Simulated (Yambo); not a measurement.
Be₃N₂ (space group P6_3/mmc, No. 194), G0W0@LDA (Yambo, plasmon pole, terminator in G, 6×6×2 mesh): gap Γ → M in eV by bands and screening block.

| bands (W and G) | 2 Ry | 3 Ry | 5 Ry | 6 Ry | 8 Ry |
|---|---|---|---|---|---|
| 38 | ___ | 5.17 | ___ | 5.23 | 5.32 |
| 54 | 4.91 | 4.84 | 4.87 | ___ | 5.07 |
| 78 | 4.75 | 4.69 | 4.74 | 4.82 | 4.96 |
| 106 | 4.70 | 4.63 | 4.69 | 4.77 | 4.92 |
| 135 | 4.67 | 4.61 | 4.67 | 4.76 | 4.91 |

Question: Estimate the withheld gaps from their neighbours; the computed values follow.

Answer: 
- 38, 2 Ry: 5.26
- 38, 5 Ry: 5.19
- 54, 6 Ry: 4.94

The largest settings aren't shown to be the converged limit.

Geometry of the Materials Project entry, not relaxed at this level; primitive cell a = b = 2.842 Å, c = 9.747 Å, α = β = 90.00°, γ = 120.00°.

The structure is a Materials Project entry; no match was found in the copy of COD used, and its stability was not checked.
